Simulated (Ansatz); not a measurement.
ZnCdO2:
```cif
data_CdO2Zn
_chemical_formula_sum 'Zn1 Cd1 O2'
_space_group_name_H-M_alt 'P3m1'
_space_group_IT_number 156
_space_group_name_Hall 'P 3 -2"'
_cell_length_a 3.36960
_cell_length_b 3.36960
_cell_length_c 5.61423
_cell_angle_alpha 90.000
_cell_angle_beta 90.000
_cell_angle_gamma 120.000
loop_
_atom_site_label
_atom_site_type_symbol
_atom_site_symmetry_multiplicity
_atom_site_Wyckoff_symbol
_atom_site_fract_x
_atom_site_fract_y
_atom_site_fract_z
_atom_site_occupancy
Zn1 Zn 1 a 0.00000 0.00000 0.99686 1
Cd1 Cd 1 c 0.66667 0.33333 0.48844 1
O1 O 1 c 0.66667 0.33333 0.09858 1
O2 O 1 a 0.00000 0.00000 0.65213 1
```

Relaxed at zero pressure with PBEsol (plane waves, PAW; program Ansatz).

The volume is lowered by 6 % and shape and atoms relax at that volume. What pressure results, and how do the axes share the change?

8.1 GPa; a -2.7 %, b -2.7 %, c -0.8 %; the energy rises by 20 meV/atom.

Give the new structure.


Space group P3m1 (No. 156); a = b = 3.2800 Å, c = 5.5695 Å, α = β = 90.00°, γ = 120.00°

| atom | site | symmetry | x | y | z |
|---|---|---|---|---|---|
| Zn | 1a | 3m. | 0.0000 | 0.0000 | 0.9969 |
| Cd | 1c | 3m. | 0.6667 | 0.3333 | 0.4837 |
| O | 1c | 3m. | 0.6667 | 0.3333 | 0.0995 |
| O | 1a | 3m. | 0.0000 | 0.0000 | 0.6558 |

The phase is kept; no other phase was compared at this pressure.

The first step of the workflow began from a Materials Project structure, measured or hypothetical; the Crystallography Open Database copy checked does not list it. Whether it is the stable phase at ambient conditions was not checked. The cell was relaxed with PBEsol under the symmetry of its start; of distortions, only those at the zone centre were tested.

Potentials: the later of the program's two PAW sets.
